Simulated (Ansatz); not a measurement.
Ir (fcc, Cu type)

```yaml
crystal:
  lattice:
    - [0.00000, 1.93527, 1.93527]
    - [1.93527, 0.00000, 1.93527]
    - [1.93527, 1.93527, 0.00000]
  atoms:
    - { symbol: Ir, position: [0.00000, 0.00000, 0.00000] }
```

The slice is a {100} plane (indices of the conventional cell) through the point (0.000, 0.000, 0.000) (fractional), spanned by u = [100] and v = [0 1 -1] in vectors of this cell: u (2.74 Å) and v (2.74 Å, at 90° to u). It covers one period; positions are fractions (u, v).

Method: PBE (plane waves to 420 eV, PAW, scalar-relativistic; Ansatz, a program for electronic structure). k mesh 21×21×21. Inside the PAW spheres the values are not all-electron values, and peaks at nuclei hang on which shells count as valence. Ir is run without spin polarisation. Ir was relaxed with its symmetry unable to fall. Spin-orbit coupling is left out, though Ir is heavy. The PAW data are Ansatz's earlier set.

### Question
What is the valence density on the shortest Ir–Ir line in this plane (2.74 Å), at its midpoint?

### Answer
0.43 e/Å³.

### Question
What is the ELF at the midpoint of the shortest Ir–Ir line in this plane (2.74 Å)?

### Answer
0.36.

### Question
Predict the map of the electron localisation function (ELF) on the slice.

### Answer
```
|xxxxxx@%*+---===---+*%@xxxxx|
|xxxxx@@%*+---===---+*%@@xxxx|
|xxxxx@@%*=----=----=*%@@xxxx|
|xxxx@@@#*=-:-----:-=*#@@@xxx|
|xx@@@@%#+=-::---::-=+#%@@@@x|
|@@@@@%#*=-:::::::::-=*#%@@@@|
|%%%%##*=-:::::::::::-=*##%%%|
|*****+=-:::.......:::-=+****|
|+++===-:::.........:::-===++|
|------:::....   ....:::-----|
|----::::...       ...::::---|
|-----:::...       ...:::----|
|===---::..         ..::---==|
|====--::..         ..::--===|
|===---::..         ..::---==|
|-----:::...       ...:::----|
|----::::...       ...::::---|
|------:::....   ....:::-----|
|+++===-:::.........:::-===++|
|*****+=-:::.......:::-=+****|
|%%%%##*=-:::::::::::-=*##%%%|
|@@@@@%#*=-:::::::::-=*#%@@@@|
|xx@@@@%#+=-::---::-=+#%@@@@x|
|xxxx@@@#*=-:-----:-=*#@@@xxx|
|xxxxx@@%*=----=----=*%@@xxxx|
|xxxxx@@%*+---===---+*%@@xxxx|
|xxxxxx@%*+---===---+*%@xxxxx|
|xxxxxx@%*+---===---+*%@xxxxx|
```
Scale: ten equal steps from 0.14 (start of ' ') to 0.62 (end of '@'), in the order ' .:-=+*#%@'. Values: electron localisation function (ELF). The map has 28 points along u (one character each, u = 0 at the left) and 28 along v (v = 0 in the bottom row). Points within 0.5 Å of a nucleus are blanked (x), as the pseudised field means little there.
